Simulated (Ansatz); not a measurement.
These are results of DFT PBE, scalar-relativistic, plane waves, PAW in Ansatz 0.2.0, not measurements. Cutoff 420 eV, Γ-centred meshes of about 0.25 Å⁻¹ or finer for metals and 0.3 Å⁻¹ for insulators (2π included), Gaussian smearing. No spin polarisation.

Relaxed structures of BeCdS₄, with energies over the first row. Coordination counts S atoms around Be and Cd (those within 1.25 times the shortest such distance or 1.15 times the sum of covalent radii, 1.27 where that leaves under three; a plus sign parts nearer from farther groups).

```csv
#,form,sites,V (Å³/atom),coordination,ΔE (meV/atom)
1,P2_1/c,"Be 2a; Cd 2d; S 4e, 4e",17.7,"Be 6, Cd 6",0
2,I222,Be 2a; Cd 2d; S 8k,20.3,"Be 4, Cd 4",12
3,C2,"Be 2a; Cd 2b; S 4c, 4c",20.8,"Be 4, Cd 4+2",16
4,P2/m,"Be 1a; Cd 1h; S 2n, 2m",18.2,"Be 6, Cd 6",32
5,P4/m,Be 1a; Cd 1d; S 4j,19.9,"Be 4, Cd 8",135
```

A further structure, relaxed alike:

```xyz
6
Lattice="2.5210 -4.2119 0.0000 2.5210 4.2119 0.0000 0.0000 0.0000 6.4428" Properties=species:S:1:pos:R:3 pbc="T T T"
Be    2.5210    0.0000    3.2214
Cd    0.0000    0.0000    0.0000
S     3.4635   -1.0949    4.7526
S     1.5784    1.0949    4.7526
S     1.5784   -1.0949    1.6903
S     3.4635    1.0949    1.6903
```

Question: Where does it fall in the ranking, and at what energy?

Answer: It falls between rows 4 and 5, 46 meV/atom above row 1, with space group C222 (No. 21) and 22.8 Å³/atom. Counting S atoms around Be and Cd, this cell has Be 4, Cd 4 and row 1 has Be 6, Cd 6. This cell and row 1 both hold S–S pairs. Be has 4 S at 2.11 Å; around Cd lie 4 S at 2.56 Å; around S lie 1 Be at 2.11 Å, 1 S at 2.12 Å and 1 Cd at 2.56 Å.

No dispersion correction is applied, so the spacing and binding between layers, chains or molecules are poorly described (I222), and this can change margins and order among such cells. With atoms moved at random, row 1 (by 28 meV/atom) fell into a lower structure and row 3 came back. Row 2, row 4, row 5 and the further cell had no clear such test and can be saddle points.
